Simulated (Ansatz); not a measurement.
**Calculated with Ansatz: HfZn$_{2}$I$_{6}$, single run**

The input file (Ansatz 0.2.0, plane waves):

```yaml
crystal:
  lattice:
    - [0.0, 5.421279, 5.421279]
    - [5.421279, 0.0, 5.421279]
    - [5.421279, 5.421279, 0.0]
  atoms:
    - { symbol: I, position: [0.7563, 0.2437, 0.2437] }
    - { symbol: I, position: [0.2437, 0.7563, 0.2437] }
    - { symbol: I, position: [0.2437, 0.7563, 0.7563] }
    - { symbol: I, position: [0.7563, 0.2437, 0.7563] }
    - { symbol: I, position: [0.2437, 0.2437, 0.7563] }
    - { symbol: I, position: [0.7563, 0.7563, 0.2437] }
    - { symbol: Hf, position: [0.0, 0.0, 0.0] }
    - { symbol: Zn, position: [0.25, 0.25, 0.25] }
    - { symbol: Zn, position: [0.75, 0.75, 0.75] }
  symmetry: { tolerance: 0.0003 }
kpoints:
  mp_grid: { grid: [3, 3, 3], shift: [0, 0, 0] }
magnetization:
  spin_polarized: false
scf:
  occupations: { method: gaussian, width: 0.1055 }
hamiltonian:
  pseudopotentials: { kind: paw }
  xc: pbesol
basis:
  ecutwfc: "36.7 Ry"
output:
  forces: true
  stress: true
  eigenvalues: true
  write_density: true
  write_potential: true
  elf: true
  volumetric_format: npy
```

Launch command:

```bash
ansatz run input.yaml --threads 1 --pin off --max-ram 2560MiB --backend cpu --events-out ev --progress --plain --runs-dir out
```

Origin of the cell: a known structure type with other elements, at an estimated volume, so it need not be a known compound.

Output (shortened):

```
Pseudopotentials: kind: paw
Pseudopotential: I, paw, valence charge 17, recommended cutoff 420 eV (normal), I.paw.azcp
Pseudopotential: Hf, paw, valence charge 26, recommended cutoff 420 eV (normal), Hf.paw.azcp
Pseudopotential: Zn, paw, valence charge 12, recommended cutoff 420 eV (normal), Zn.paw.azcp
Functional definition: PBEsol
  exchange = pbesol_x
  correlation = pbesol_c
Crystal: 9 atoms, lattice volume = 318.666 Å³
Basis set: ecut = 499.328938 eV, 7991 PW (Γ), exchange–correlation on 120×120×120 points (8 copies of the dense FFT grid, shifted against one another)
Bands: 92, of which v1, the nominal top of the filled ones, is band 76 counted from 1 (75 counted from 0)
Symmetry: 48 space group operations
Space group: Fm-3m (ITA 225), of the structure as read, at distance tolerance 2.0e-3 Å
k-points: 4 of 27
[… 8 lines left out …]
Initial density: superposition of atomic densities (neutral atoms: chi_scale 0, normalization atom), corrected by the library's trained network
Functional: x = pbesol(κ = 0.804, μ = 0.123457), c = pbesol(β = 0.046)
SCF iter   1: F=—  HF=-66754.311027 eV  Δρ=3.23e-3  dr2=6.60e-2  defer=14
SCF iter   2: F=—  HF=-66754.306427 eV  Δρ=2.13e-3  dr2=2.05e-2  defer=23
SCF iter   3: F=—  HF=-66754.302164 eV  Δρ=1.76e-3  dr2=7.32e-3  defer=23
SCF iter   4: F=—  HF=-66754.299209 eV  Δρ=5.02e-4  dr2=2.92e-3  defer=17
SCF iter   5: F=—  HF=-66754.298693 eV  Δρ=2.90e-4  dr2=1.08e-3  defer=17
SCF iter   6: F=—  HF=-66754.298499 eV  Δρ=2.01e-4  dr2=3.46e-4  defer=17
SCF iter   7: F=—  HF=-66754.298396 eV  Δρ=7.06e-5  dr2=4.13e-5  defer=17
SCF iter   8: F=—  HF=-66754.298559 eV  Δρ=3.57e-5  dr2=6.24e-6  defer=17
SCF iter   9: F=—  HF=-66754.298556 eV  Δρ=1.31e-5  dr2=4.53e-7  defer=17
SCF iter  10: F=-66754.298557 eV  HF=-66754.298557 eV  Δρ=2.61e-6  dr2=1.16e-8
SCF 1 converged in 10 iterations: F = -66754.298557 eV  dr2 = 1.16e-8
SCF converged after 10 iterations
Free energy (F): -66754.298557 eV
Harris-Foulkes:  -66754.298557 eV  (|F-HF|=2.84e-9)
Internal energy: -66754.246004 eV  (E = F + TS)
E sigma→0 (E₀):  -66754.272280 eV
Entropy (-TS):   -0.052552 eV (-5.839 meV/atom)
Fermi energy:    6.021114 eV
--- Per-component energies (eV) ---
  E_band       = -2539.321514
  E_kinetic    = 1825.409186
  E_local      = -25097.791368  (includes V_loc(G=0)·N_el)
  E_nonlocal   = -536.007058
  E_hartree    = 12142.760018
  E_xc         = -1328.015479
  E_vxc        = -1135.673587  (∫ρ·V_xc dr)
  E_paw        = -38811.583407  (= ΣΔE_a)
  E_vpaw       = -1880.784290  (= ΣTr[D̂ρ^β])
  E_aug_tail   = -0.000290  (compensation charges beyond the density's cutoff)
  E_ewald      = -14954.336260
  E_core_change = 5.318654  (= ΣΔE_core)
  E_smearing   = -0.052552  (= −TS)
  Σ components = -66754.298557   (vs F -66754.298557, Δ=0.00e0)
--- Forces (eV/Å), atoms counted from 1 ---
  atom   1  I      1.904534    -0.000000     0.000000
  atom   2  I      0.000000     1.904534     0.000000
  atom   3  I     -1.904534     0.000000    -0.000000
  atom   4  I     -0.000000    -1.904534    -0.000000
  atom   5  I     -0.000000    -0.000000     1.904534
  atom   6  I      0.000000    -0.000000    -1.904534
  atom   7  Hf     0.000000    -0.000000     0.000000
  atom   8  Zn     0.000000    -0.000000    -0.000000
  atom   9  Zn     0.000000    -0.000000    -0.000000
  max |Σ_I F_I| component: 2.27e-16 eV/Å
--- Stress (GPa, compression-positive) ---
        4.284121       0.000000      -0.000000
       -0.000000       4.284121       0.000000
        0.000000      -0.000000       4.284121
  P = ⅓ Tr σ = 4.2841 GPa (42.841 kbar)
```

Caveats: no moments, though an odd count or open d shells may carry them; no spin-orbit coupling, though heavy elements are present; the k mesh is coarse if the cell is a metal.

It ran for 18 s on 1 thread of Intel(R) Xeon(R) Platinum 8259CL CPU @ 2.50GHz (Skylake/Cascade Lake), on a shared host, peak memory 0.79 GiB, from the program's own first density.
